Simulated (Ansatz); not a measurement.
# Sn: energy along a strain

Sn, Fd-3m, a = 6.491 Å (as given, not relaxed at this level: 1.0 GPa). Ansatz: PBEsol, PAW, 420 eV, Γ-centred 12×12×12 mesh on 2 atoms, Gaussian smearing 0.15 eV; no spin polarisation. Cell vectors (Å): 0.000 3.246 3.246; 3.246 0.000 3.246; 3.246 3.246 0.000. The cell is strained by x per cent times the pattern (0 1 0 0 0 0) in the order xx yy zz yz xz xy (engineering shears), with fractional coordinates held. y is the free energy over the start, V0 = 34.189 Å³/atom.

| x (%) | y (meV/atom) |
| --- | --- |
| -2.00 | 7.13 |
| -1.50 | 4.80 |
| -1.00 | 2.84 |
| -0.50 | 1.24 |
| 0.00 | 0.00 |
| 0.50 | ? |
| 1.00 | -1.42 |
| 1.50 | -1.62 |
| 1.75 | -1.59 |
| 2.00 | -1.48 |

Q: Fit y = c1 x + c2 x² + c3 x³ to the other rows, get the stiffness along the pattern, and predict the missing energy.

A: Least squares on the rows shown. y = −2.123 x + 0.7066 x² − 0.007314 x³. The clamped-ion stiffness p·C·p = 2 × 7.066 eV × 160.2 / 34.189 Å³ = 66 GPa, which is C22 in these axes (C11 of the cubic crystal) (second derivative at the start, which stands under stress). At x = 0.50 the fit asked for gives -0.89 meV/atom. The run gave -0.89 meV/atom, the same to the digits shown.